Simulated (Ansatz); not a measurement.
TiAl₃ (D022 type, space group I4/mmm)

```xyz
4
Lattice="-1.9121 1.9121 4.2803 1.9121 -1.9121 4.2803 1.9121 1.9121 -4.2803" Properties=species:S:1:pos:R:3 pbc="T T T"
Al     0.0000     0.0000     4.2803
Al     0.0000     1.9121     2.1401
Al     1.9121     0.0000     2.1401
Ti     0.0000     0.0000     0.0000
```

The slice is a (1 0 -1) plane (indices of the conventional cell) through the point (0.500, 0.500, 0.000) (fractional), spanned by u = [101] and v = [121] in vectors of this cell: u (3.82 Å) and v (9.38 Å, at 90° to u). It covers one period; positions are fractions (u, v).

Calculation: r2SCAN (plane waves to 500 eV, PAW, scalar-relativistic; Ansatz, a program for electronic structure). k mesh 17×17×17. Near the nuclei the fields are pseudised (PAW); where an atom keeps semicore shells as valence, they peak there. TiAl3 is run without spin polarisation. TiAl3 was relaxed with its symmetry unable to fall.

Question: Predict the map of the electrostatic potential energy of an electron, from the cell's mean on the slice.

Answer: 
```tsv
v \ u	0.00	0.12	0.25	0.38	0.50	0.62	0.75	0.88
0.90	x	<0.0	4.9	5.9	5.3	5.9	4.9	<0.0
0.80	3.6	4.6	4.0	x	x	x	4.0	4.6
0.70	x	x	4.0	4.6	3.6	4.6	4.0	x
0.60	5.3	5.9	4.9	<0.0	x	<0.0	4.9	5.9
0.50	8.2	6.7	x	x	x	x	x	6.7
0.40	5.3	5.9	4.9	<0.0	x	<0.0	4.9	5.9
0.30	x	x	4.0	4.6	3.6	4.6	4.0	x
0.20	3.6	4.6	4.0	x	x	x	4.0	4.6
0.10	x	<0.0	4.9	5.9	5.3	5.9	4.9	<0.0
0.00	x	x	x	6.7	8.2	6.7	x	x
```

Values: electrostatic potential energy of an electron, from the cell's mean, in eV. Points within 1 Å of a nucleus are blanked (x), as the pseudised field means little there. Values under 0 eV are set to 0. The zero, the cell's mean, hangs on the PAW cores.
